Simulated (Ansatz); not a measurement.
Given:

AlPd:
```cif
data_Al4Pd4
_chemical_formula_sum 'Al4 Pd4'
_space_group_name_H-M_alt 'Cmcm'
_space_group_IT_number 63
_space_group_name_Hall '-C 2c 2'
_cell_length_a 2.82681
_cell_length_b 10.08609
_cell_length_c 4.25715
_cell_angle_alpha 90.000
_cell_angle_beta 90.000
_cell_angle_gamma 90.000
loop_
_space_group_symop_operation_xyz
  'x, y, z'
  '-x, -y, -z'
  '-x, -y, z+1/2'
  'x, y, -z+1/2'
  'x, -y, -z'
  '-x, y, z'
  '-x, y, -z+1/2'
  'x, -y, z+1/2'
  'x+1/2, y+1/2, z'
  '-x+1/2, -y+1/2, -z'
  '-x+1/2, -y+1/2, z+1/2'
  'x+1/2, y+1/2, -z+1/2'
  'x+1/2, -y+1/2, -z'
  '-x+1/2, y+1/2, z'
  '-x+1/2, y+1/2, -z+1/2'
  'x+1/2, -y+1/2, z+1/2'
loop_
_atom_site_label
_atom_site_type_symbol
_atom_site_symmetry_multiplicity
_atom_site_Wyckoff_symbol
_atom_site_fract_x
_atom_site_fract_y
_atom_site_fract_z
_atom_site_occupancy
Al1 Al 4 c 0.00000 0.34797 0.25000 1
Pd1 Pd 4 c 0.00000 0.09109 0.25000 1
```
(The calculation used a cell of 4 atoms; values per cell refer to that cell.)

This is the PBE-relaxed structure.

**Question.** All from the program Ansatz at the PBE level (PAW), unless another level is named. Predict the formation energy from the elements (no fitted shifts).

**Answer.** -0.71 eV/atom.

**Question.** Give the density of states at the Fermi level.

**Answer.** 0.37 states/eV per atom (mean over ±0.08 eV).

The start of the workflow was typed in or built on a structure type; neither database checked (COD, Materials Project) lists it. Whether it is the stable phase at ambient conditions was not checked. Symmetry was held in the PBE relaxation; whether a distortion lowers the energy is not shown. No spin polarisation was allowed. The references are the lowest solids computed at this level, not always the standard phases. Scalar-relativistic: spin–orbit coupling is off unless named, which matters more the heavier the elements.

Potentials: the earlier of the program's two PAW sets.
